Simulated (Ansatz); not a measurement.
Density of states of a Ti3Sn2O10 cell (elements on a fluorite lattice, relaxed), per eV and atom, broadened by Gaussian smearing of width 0.1 eV and averaged over bins of 0.4 eV, from 8 eV under the Fermi level at most up to where the solved bands end.

Theory: Ansatz, DFT PBEsol, scalar-relativistic, plane waves, PAW.

Plane waves to 420 eV, a k mesh through Γ of 6×4×4 on the computed 15-atom cell and Gaussian smearing (0.02 eV); no spin polarisation.

```
CELL_PARAMETERS angstrom
-4.90326 0.50516 -0.03003
-2.94177 5.90769 2.93869
-2.73423 2.54975 -4.86165
ATOMIC_POSITIONS crystal
O 0.71249 0.22451 0.87380
O 0.05638 0.58896 0.49084
O 0.77968 0.75863 0.15193
O 0.47124 0.95967 0.80064
O 0.05503 0.98634 0.32285
O 0.14547 0.79972 0.70576
O 0.45030 0.20469 0.33054
O 0.14328 0.40825 0.89027
O 0.74858 0.43178 0.39018
O 0.42892 0.62702 0.05300
Ti 0.22008 0.42571 0.17171
Ti 0.82665 0.67339 0.81928
Ti 0.38911 0.70638 0.37595
Sn 0.97588 0.97977 0.02842
Sn 0.60030 0.19908 0.60071
```

| E − E_F (eV) | total | O 2p | Ti 3d | Sn 5p | Sn 5s |
| --- | --- | --- | --- | --- | --- |
| -7.85 | 0.109 | 0.061 | 0.005 | 0.001 | 0.033 |
| -7.45 | 0.243 | 0.141 | 0.016 | 0.005 | 0.060 |
| -7.05 | 0.085 | 0.050 | 0.006 | 0.002 | 0.019 |
| -6.65 | 0.018 | 0.012 | 0.003 | 0.002 | 0.000 |
| -6.25 | 0.375 | 0.261 | 0.056 | 0.038 | 0.004 |
| -5.85 | 0.677 | 0.486 | 0.097 | 0.055 | 0.005 |
| -5.45 | 0.623 | 0.459 | 0.091 | 0.039 | 0.003 |
| -5.05 | 0.617 | 0.466 | 0.087 | 0.032 | 0.004 |
| -4.65 | 0.686 | 0.524 | 0.103 | 0.023 | 0.004 |
| -4.25 | 0.683 | 0.530 | 0.102 | 0.016 | 0.004 |
| -3.85 | 0.696 | 0.558 | 0.089 | 0.013 | 0.003 |
| -3.45 | 0.809 | 0.667 | 0.091 | 0.014 | 0.003 |
| -3.05 | 0.782 | 0.664 | 0.075 | 0.012 | 0.003 |
| -2.65 | 0.761 | 0.666 | 0.060 | 0.009 | 0.002 |
| -2.25 | 0.959 | 0.866 | 0.057 | 0.008 | 0.002 |
| -1.85 | 0.996 | 0.925 | 0.042 | 0.006 | 0.002 |
| -1.45 | 0.629 | 0.596 | 0.019 | 0.003 | 0.001 |
| -1.05 | 0.022 | 0.021 | 0.001 | 0.000 | 0.000 |
| -0.65 | 0.000 | 0.000 | 0.000 | 0.000 | 0.000 |
| -0.25 | 0.000 | 0.000 | 0.000 | 0.000 | 0.000 |
| 0.15 | 0.000 | 0.000 | 0.000 | 0.000 | 0.000 |
| 0.55 | 0.000 | 0.000 | 0.000 | 0.000 | 0.000 |
| 0.95 | 0.000 | 0.000 | 0.000 | 0.000 | 0.000 |
| 1.35 | 0.143 | 0.018 | 0.104 | 0.001 | 0.013 |
| 1.75 | 0.455 | 0.055 | 0.359 | 0.004 | 0.022 |
| 2.15 | 0.850 | 0.121 | 0.658 | 0.009 | 0.031 |

The columns after the total are the largest Löwdin projections on the valence shells of the potentials, so they needn't add up, and the weight of a shell that a potential lacks goes to other orbitals. The cell has a gap on the mesh of 2.53 eV.

Cost: 2 runs of about 4.8 core-minutes in all (earlier runs that led there not counted), on Arm Neoverse V2 (shared hosts).